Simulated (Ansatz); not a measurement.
Here is an unrelaxed guess for La3Y2F.

```
La Y F
1.0
     6.61277    0.00000    0.00000
    -3.30639    5.72683    0.00000
     0.00000    0.00000    3.88115
La Y F
3 2 1
Direct
  0.00000 0.50000 0.00000
  0.50000 0.50000 0.00000
  0.50000 0.00000 0.00000
  0.66667 0.33333 0.50000
  0.33333 0.66667 0.50000
  0.00000 0.00000 0.50000
```

The calculation used DFT PBE, scalar-relativistic, plane waves, PAW (Ansatz). Plane waves to 420 eV, a k mesh through Γ of 3×3×4 on the computed 6-atom cell and Gaussian smearing (0.10 eV); no spin polarisation.

Energies over the elements count from the elements' standard structures at the same level (F₂ as a molecule), with no fitted energy shifts.

**Question.** How far from equilibrium is it?

**Answer.** The pressure is 22.1 GPa (the mean over three directions, positive in compression), the largest force is 0.00 eV/Å (symmetry fixes the atoms), and the energy is +1.37 eV/atom against the elements. The shortest distance is 2.72 Å.

**Question.** Is it a good guess?

**Answer.** A rough one: relaxing gains about 1.00 eV/atom (the start's value is from the coarse mesh, so the gain is rough) in 27 ionic steps and ends at +0.37 eV/atom on the finer mesh. The symmetry stays P6/mmm (No. 191). The volume per atom grows by 53.0 %, from 24.5 to 37.5 Å³. The shortest distance goes from 2.72 Å (La–Y) to 3.28 Å (La–La). The ratio c/a of the conventional cell changes by a factor of 1.57. Conventional cell: a = 6.556 Å, c = 6.041 Å. La is surrounded by 4 La at 3.28 Å and 4 Y at 3.56 Å; Y has 6 La at 3.56 Å, 3 F at 3.79 Å and 3 Y at 3.79 Å; around F lie 6 Y at 3.79 Å (long contacts).

The last run used a 6×6×6 mesh for its 6-atom cell and Gaussian smearing of 0.10 eV. The cell is a metal run without spin; a magnetic state may lie lower. The relaxation can't lower the symmetry of the start, and the grade says only how near the guess is to its own end. Symmetry constrained the relaxation, so the result can be a saddle point. Another cell of La3Y2F relaxed alike, in P4/mmm, lies 0.94 eV/atom lower, so this cell isn't the stable form at this level.
